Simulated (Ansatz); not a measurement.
SiO2:
Space group P4₂/nmc, origin choice 1 (No. 137); a = 2.821 Å, b = 2.821 Å, c = 8.588 Å, α = 90.00°, β = 90.00°, γ = 90.00°

```csv
atom,site,symmetry,x,y,z
Si,2a,-4m2,0.0000,0.0000,0.0000
O,4d,2mm.,0.0000,0.5000,0.0994
```

Relaxed with PBEsol.

**Question.** Give the optical modes at the zone centre with their infrared activity from DFPT, PBEsol (plane waves, PAW; program Ansatz).

**Answer.** Transverse frequencies, without the LO–TO term; a row sums one degenerate level.

```
ω (cm⁻¹)  degeneracy  IR ((D/Å)²/amu)     activity  symmetry
--------  ----------  ---------------  -----------  --------
49                 1             0.00  IR-inactive       B1g
51                 2             0.00  IR-inactive        Eg
377                2            18.54           IR        Eu
380                2             0.00  IR-inactive        Eg
597                1             0.00  IR-inactive       B2u
602                1             0.00  IR-inactive       A1g
822                1            11.73           IR       A2u
903                2            70.16           IR        Eu
905                2             0.00  IR-inactive        Eg
912                1             0.00  IR-inactive       B1g
```

**Question.** How high does the top mode go among those that the LO–TO term moves?

**Answer.** 1110 cm⁻¹ for q along x, 1110 cm⁻¹ for q along y, 912 cm⁻¹ for q along z.

Space group P4_2/nmc. A made-up cell: these elements were put on the sites of a structure type; neither database checked (COD, Materials Project) lists it. It is not the phase usual at ambient conditions (space group No. 92, 152, 154). The cell was relaxed with PBEsol under the symmetry of its start; of distortions, only those at the zone centre were tested.

Potentials: the later of the program's two PAW sets.
